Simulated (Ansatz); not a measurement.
## LaCd₂Ge₂, a known structure type with other elements, at an estimated volume

```xyz
5
Lattice="0.0000 4.6031 0.0000 4.6031 0.0000 0.0000 2.3015 2.3015 -5.8699" Properties=species:S:1:pos:R:3 pbc="T T T"
La    0.0000    0.0000    0.0000
Ge    2.3015    2.3015   -1.2796
Ge    4.6031    4.6031   -4.5903
Cd    2.3015    4.6031   -2.9350
Cd    4.6031    2.3015   -2.9350
```

Single point in Ansatz 0.2.0 with PBE, no spin polarisation. Cutoff 420 eV, PAW datasets, 8×8×8 Γ-centred k mesh, fermi-dirac filling (width 0.017 eV).

(1) Metal or insulator?

(2) Give the Bader charges.

(3) What does the stress say?

(4) What do density and ELF say about some of the short contacts?

(5) What is the formation energy?

(6) Which atom feels the largest force, and which way?

Origin: a known structure type with other elements, at an estimated volume, so it need not be a known compound. Caveats: f levels without a U or exact exchange are poorly placed.

Answers

(1) It is a metal, with about 2.4 states/eV a cell as the mean within 0.25 eV of the Fermi level, mostly La d (38 %) and Ge p (28 %).

(2) Bader charges in e: La +1.40, Cd -0.01, Ge -0.69. In the mean La gives up most and Ge takes most.

(3) The pressure is -2.7 GPa (compression positive), so with the atoms held at these fractions the cell would first shrink. The principal stresses -4.3, -4.3, 0.5 GPa differ, so its shape would change too.

(4) Ge–Ge at 2.56 Å: least valence density 0.36 e/Å³ and ELF 0.54 there. Ge–Cd at 2.83 Å: least valence density 0.25 e/Å³ and ELF 0.33 there. Cd–Cd at 3.25 Å: least valence density 0.14 e/Å³ and ELF 0.19 there. These are pseudo-fields; inside the PAW spheres they differ from the all-electron ones.

(5) -0.36 eV an atom against the elements' usual phases (free molecules for gases, crystals otherwise, with no correction for O₂ or N₂), so it is bound against them; other compounds may still compete. Relaxing would lower it.

(6) The largest is on Ge2 (and as large on other atoms): 0.22 eV/Å, components (0.00, 0.00, 0.22). It makes 0° with the line to a nearest neighbour, Ge3 at 2.56 Å, pointing towards it.
